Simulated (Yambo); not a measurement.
B (space group R-3m, No. 166); a = 5.042 Å, b = 5.042 Å, c = 5.042 Å, α = 58.12°, β = 58.12°, γ = 58.12°. With the G0W0 scissor the direct gap on the mesh is 2.39 eV. Axes are Cartesian, with cell vectors (Å) (2.45, 1.41, 4.17), (-2.45, 1.41, 4.17), (0.00, -2.83, 4.17).

Can the lowest exciton of this BSE run be trusted, and with what binding energy? (Yambo, LDA bands; 6×6×6 mesh, 7 valence and 5 conduction bands, static screening with 49 bands and a 3 Ry block, scissor 0.51 eV, Tamm-Dancoff.)

No. The lowest state covers only about 2 of the 216 k points, so the mesh doesn't resolve it: its energy and its distance from the direct gap are mesh artefacts. An extended exciton needs a far denser mesh. The scissor comes from a G0W0 run whose convergence isn't established. 

Geometry of the Materials Project entry, not relaxed at this level.
